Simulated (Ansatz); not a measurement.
Task: ZnCu2GeS4 in space group I-4 (No. 82; Pearson symbol tI16) is relaxed with plane-wave PAW PBEsol (Ansatz code). What lattice parameters of the conventional cell result?

Result: a = 5.267 Å, c = 10.483 Å.

Task: Give the free coordinates with the occupied sites.

Result: In one choice of origin and axes:

```csv
atom,site,symmetry,x,y,z
Cu,2a,-4..,0.0000,0.0000,0.0000
Cu,2c,-4..,0.0000,0.5000,0.2500
Zn,2d,-4..,0.5000,0.0000,0.2500
Ge,2b,-4..,0.0000,0.0000,0.5000
S,8g,1,0.2443,0.2541,0.3763
```

Task: Is it a metal or does it have a gap at this level?

Result: A gap of 0.60 eV, direct.

The PBEsol relaxation kept the symmetry of its start. No spin polarisation was allowed. Spin–orbit coupling is left out wherever it is not named.

Potentials: the later of the program's two PAW sets.
